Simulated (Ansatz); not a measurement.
Does relaxation matter for the field gradients of ZnS with Ag replacing Zn?

Start: a supercell of ZnS (space group P6_3mc) built from a structure deposited in the COD, with all atoms left at the host's positions.

```cif
data_Zn11AgS12
_symmetry_space_group_name_H-M 'P31m'
_symmetry_Int_Tables_number 157
_cell_length_a 6.6211
_cell_length_b 6.6211
_cell_length_c 12.5200
_cell_angle_alpha 90.000
_cell_angle_beta 90.000
_cell_angle_gamma 120.000
loop_
_atom_site_label
_atom_site_type_symbol
_atom_site_symmetry_multiplicity
_atom_site_Wyckoff_symbol
_atom_site_fract_x
_atom_site_fract_y
_atom_site_fract_z
Zn1 Zn 3 c 0.6667 0.6667 0.0000
Zn4 Zn 3 c 0.6667 0.6667 0.5000
Ag Ag 1 a 0.0000 0.0000 0.2500
Zn8 Zn 2 b 0.3333 0.6667 0.2500
Zn10 Zn 3 c 0.0000 0.6667 0.7500
S13 S 3 c 0.6667 0.6667 0.1875
S16 S 3 c 0.6667 0.6667 0.6875
S19 S 1 a 0.0000 0.0000 0.4375
S20 S 2 b 0.3333 0.6667 0.4375
S22 S 3 c 0.0000 0.6667 0.9375
```

One atom of each set is listed.

All values are calculated (Ansatz; DFT, PBE, plane waves and PAW, scalar-relativistic, 420 eV cutoff, Γ-centred 3×3×2 k-points, Fermi–Dirac smearing 0.01 eV, cell charge -1), not measured.

The largest force at the start is 1.7 eV/Å. Relaxing the ions at fixed cell moves them by 0.165 Å at most (atom 19, S) and 0.062 Å rms. End positions:

Zn1 (0.6628, 0.6628, 0.0019)
Zn4 (0.6657, 0.6657, 0.4999)
Ag (0.0000, 0.0000, 0.2515)
Zn8 (0.3333, 0.6667, 0.2461)
Zn10 (0.0000, 0.6694, 0.7508)
S13 (0.6485, 0.6485, 0.1837)
S16 (0.6634, 0.6634, 0.6882)
S19 (0.0000, 0.0000, 0.4507)
S20 (0.3333, 0.6667, 0.4367)
S22 (0.0000, 0.6702, 0.9361)

| site | moved (Å) | first shell before | first shell after | V_zz before (10²¹ V/m²) | η before |
| --- | --- | --- | --- | --- | --- |
| Zn1 | 0.035 | 4 S at 2.34–2.35 Å | 4 S at 2.28–2.36 Å | -1.27 | 0.19 |
| Zn4 | 0.007 | 4 S at 2.34–2.35 Å | 4 S at 2.30–2.36 Å | -1.18 | 0.75 |
| Ag | 0.019 | 4 S at 2.34–2.35 Å | 4 S at 2.48–2.49 Å | 1.81 | 0.00 |
| Zn8 | 0.049 | 4 S at 2.34–2.35 Å | 4 S at 2.29–2.39 Å | 1.56 | 0.00 |
| Zn10 | 0.021 | 4 S at 2.34–2.35 Å | 4 S at 2.32–2.34 Å | -0.47 | 0.27 |
| S13 | 0.129 | 3 Zn at 2.34–2.35 Å, 1 Ag at 2.34 Å | 3 Zn at 2.28–2.29 Å, 1 Ag at 2.48 Å | -3.90 | 0.78 |
| S16 | 0.024 | 4 Zn at 2.34–2.35 Å | 4 Zn at 2.34–2.36 Å | -0.88 | 0.00 |
| S19 | 0.165 | 3 Zn at 2.34 Å, 1 Ag at 2.35 Å | 3 Zn at 2.30 Å, 1 Ag at 2.49 Å | -3.73 | 0.00 |
| S20 | 0.009 | 4 Zn at 2.34–2.35 Å | 4 Zn at 2.34–2.39 Å | -0.49 | 0.00 |
| S22 | 0.029 | 4 Zn at 2.34–2.35 Å | 4 Zn at 2.32–2.36 Å | 0.53 | 0.51 |

Q: What are V_zz and η after the relaxation?

A: 

| site | V_zz after | η after | change of V_zz |
| --- | --- | --- | --- |
| Zn1 | -2.49 | 0.39 | -1.22 |
| Zn4 | -1.73 | 0.52 | -0.55 |
| Ag | 0.98 | 0.00 | -0.83 |
| Zn8 | 2.93 | 0.00 | +1.37 |
| Zn10 | -0.87 | 0.21 | -0.40 |
| S13 | -4.06 | 0.75 | -0.16 |
| S16 | -1.01 | 0.41 | -0.13 |
| S19 | -4.67 | 0.00 | -0.94 |
| S20 | -0.55 | 0.00 | -0.06 |
| S22 | -0.73 | 0.66 | – |

The largest change of V_zz along a kept axis is on Zn8, from 1.56 to 2.93. In per cent, |V_zz| changes by +47 to +97 on Zn, -46 on Ag, +4 to +25 on S (all sites that start above 0.5, bar those whose gradient vanishes or changes sign or whose main axis turns by over 40°). Where |V_zz| stays above 0.1 and the axes keep their order, η moves most on S16, from 0.00 to 0.41. On Zn10 V_xx and V_yy change places (or their axes turn by over 50°), so the two values of η hide a larger change. On S22 the largest principal value lies along another axis in the second run, so the two V_zz can't be compared directly. The host's own positions weren't relaxed first, so part of the change far from the defect can be the host's relaxation.

The defect repeats with the cell of 24 atoms, so it feels its images: sites between two images don't show the values beside a lone defect, and zeros or small values of η there can come from the images' arrangement. S and Zn carry a gradient in the pure host already, so the values there aren't the defect's effect alone. A uniform background compensates the cell's charge.
Before: Without spin–orbit coupling (the program notes it for Ag) the gradients can shift somewhat, as the gap is small. The neighbours have not yet relaxed around the defect (largest force 1.7 eV/Å), so a real crystal will differ.
After: The relaxation keeps the site symmetry 3m of the start, so the impurity can move only along its axis; a start off the site could end lower. Without spin–orbit coupling (the program notes it for Ag) the gradients are little affected as a rule: paired runs on crystals with a gap mostly move them by under 2 % at such atoms.
